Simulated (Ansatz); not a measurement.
WC:
```yaml
crystal:
  lattice:
    - [4.40148, 0.00000, 0.00000]
    - [0.00000, 4.40148, 0.00000]
    - [0.00000, 0.00000, 4.40148]
  atoms:
    - { symbol: W, position: [0.13944, 0.13944, 0.13944] }
    - { symbol: W, position: [0.63944, 0.36056, 0.86056] }
    - { symbol: W, position: [0.86056, 0.63944, 0.36056] }
    - { symbol: W, position: [0.36056, 0.86056, 0.63944] }
    - { symbol: C, position: [0.84827, 0.84827, 0.84827] }
    - { symbol: C, position: [0.34827, 0.65173, 0.15173] }
    - { symbol: C, position: [0.15173, 0.34827, 0.65173] }
    - { symbol: C, position: [0.65173, 0.15173, 0.34827] }
```

Relaxed with PBE. Special points in fractions of this cell's reciprocal vectors: Γ (0.000, 0.000, 0.000); X (0.000, 0.500, 0.000); M (0.500, 0.500, 0.000); R (0.500, 0.500, 0.500); X1 (0.500, 0.000, 0.000).

**Question.** List the band energies nearest the Fermi level at these points for PBE (plane waves, PAW; program Ansatz).

**Answer.** In eV from the Fermi level; about four levels below and three above (degenerate sets whole), none deeper than 8.9 eV; points with the same levels are listed once.

| k | below | above |
|---|---|---|
| Γ | -3.74 -3.74 -3.74 -1.95 -1.95 -1.95 | 1.26 1.26 1.26 |
| X | -2.60 -2.60 -1.04 -1.04 | 0.98 0.98 1.51 1.51 |
| M | -0.76 -0.76 -0.76 -0.76 | 0.74 0.74 2.27 2.27 |
| R | -0.10 -0.10 -0.10 -0.10 | 0.51 0.51 0.51 0.51 |

Space group P2_13. The cell is a constructed one: a structure type filled with these elements; neither database checked (COD, Materials Project) lists it. It is not the phase usual at ambient conditions (space group No. 187). The PBE relaxation kept the symmetry of its start; whether a distortion lowers the energy is not shown. No spin polarisation was allowed. Scalar-relativistic: spin–orbit coupling is off unless named, which matters more the heavier the elements.

Potentials: the later of the program's two PAW sets.
